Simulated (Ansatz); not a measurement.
Harmonic vibrational thermodynamics of TiGeS3 in space group Pnma (No. 62; Pearson symbol oP20) at fixed volume, the program Ansatz at the LDA level (PAW). The rows extrapolate the 0 K crystal and know nothing of melting or changes of phase.

| T (K) | F_vib (meV/atom) | S (J/K per mol of atoms) | C_V (J/K per mol of atoms) |
|---|---|---|---|
| 50 | 39.3 | 3.2 | 5.5 |
| 100 | 36.1 | 9.2 | 12.5 |
| 200 | 20.4 | 20.7 | 20.1 |
| 300 | -5.8 | 29.4 | 22.5 |
| 400 | -39.8 | (withheld) | (withheld) |
| 600 | (withheld) | 45.7 | (withheld) |
| 800 | -227.5 | (withheld) | (withheld) |
| 1000 | -342.8 | 58.3 | 24.7 |

Task: What belongs in the gaps?

Result: 
- 400, S (J/K per mol of atoms): 36.0
- 400, C_V (J/K per mol of atoms): 23.5
- 800, S (J/K per mol of atoms): 52.8
- 800, C_V (J/K per mol of atoms): 24.6
- 600, C_V (J/K per mol of atoms): 24.3
- 600, F_vib (meV/atom): -125.1

The workflow started from a Materials Project entry (that database holds measured and hypothetical structures alike); the Crystallography Open Database files this formula in space group No. 62, but the cells were not matched. Whether it is the stable phase at ambient conditions was not checked. The LDA relaxation kept the symmetry of its start; its stability against distortions is not shown here. No spin polarisation was allowed. A crystal of weakly bound chains computed without a dispersion correction: the cell and the soft elastic constants depend strongly on that. Scalar-relativistic: spin–orbit coupling is off unless named, which matters more the heavier the elements.

Potentials: the later of the program's two PAW sets.
